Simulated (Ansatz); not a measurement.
Given:

TiNb:
```cif
data_NbTi
_chemical_formula_sum 'Ti1 Nb1'
_space_group_name_H-M_alt 'P 1'
_space_group_IT_number 1
_cell_length_a 2.82180
_cell_length_b 2.82180
_cell_length_c 4.65792
_cell_angle_alpha 90.000
_cell_angle_beta 90.000
_cell_angle_gamma 109.309
loop_
_space_group_symop_operation_xyz
  'x, y, z'
loop_
_atom_site_label
_atom_site_type_symbol
_atom_site_fract_x
_atom_site_fract_y
_atom_site_fract_z
_atom_site_occupancy
Ti1 Ti 0.50000 0.50000 0.50000 1
Nb1 Nb 0.00000 0.00000 0.00000 1
```

This is the r²SCAN-relaxed structure.

Task: All from DFT-r²SCAN in the program Ansatz with PAW potentials, unless another level is named. Estimate the Debye temperature from the elastic constants.

Result: 309 K.

Task: Predict the highest zone-centre frequency.

Result: 173 cm⁻¹.

Space group Cmmm. The workflow started from a Materials Project entry (that database holds measured and hypothetical structures alike); the Crystallography Open Database copy checked does not list it. With Ti and Nb taken as one species the cell has the higher symmetry Im-3m, so it may be an ordered model of a mixed-site phase. Its standing as an ambient phase is unchecked. Symmetry was held in the r²SCAN relaxation; whether a distortion lowers the energy is not shown. No spin polarisation was allowed. As this level gives no gap, shear constants depend on the k-mesh and smearing (Fermi–Dirac, 0.1 eV here). As this level gives no gap, phonon frequencies hold no LO–TO term and depend on the k-mesh and smearing (Fermi–Dirac, 0.1 eV here). On the denser mesh and wider smearing of the elastic run this cell carries a stress of 0.4 GPa.

Potentials: the later of the program's two PAW sets.
